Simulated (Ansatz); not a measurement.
C:
```xyz
6
Lattice="1.2538 0.7239 6.2247 -1.2538 0.7239 6.2247 0.0000 -1.4478 6.2247" Properties=species:S:1:pos:R:3 pbc="T T T"
C      0.0000     0.0000    13.7375
C      0.0000     0.0000    15.3008
C      0.0000     0.0000     3.3734
C      0.0000     0.0000     4.9366
C      0.0000     0.0000    17.9047
C      0.0000     0.0000     0.7694
```

This is the r²SCAN-relaxed structure. Tensor components refer to the Cartesian frame of this cell.

Question: All from plane-wave PAW r²SCAN (Ansatz code), unless another level is named. Give the hole effective mass, band 2 of 2 at the edge.

Answer: 0.25 along x, 0.65 along z (mₑ).

Question: Predict the HSE06 gap on the r²SCAN cell.

Answer: 5.67 eV.

Question: Next, the electron effective mass?

Answer: 0.21, 0.77, 1.9 mₑ (principal values).

Question: What about the conduction-band minimum?

Answer: off the standard path, at k = (0.203, -0.443, -0.443).

Space group R-3m. The start of the workflow was typed in or built on a structure type; the Crystallography Open Database files this formula in space group No. 166, but the cells were not matched. It is not the phase usual at ambient conditions (space group No. 194, 227). The r²SCAN relaxation kept the symmetry of its start; whether a distortion lowers the energy is not shown.

Potentials: the later of the program's two PAW sets.
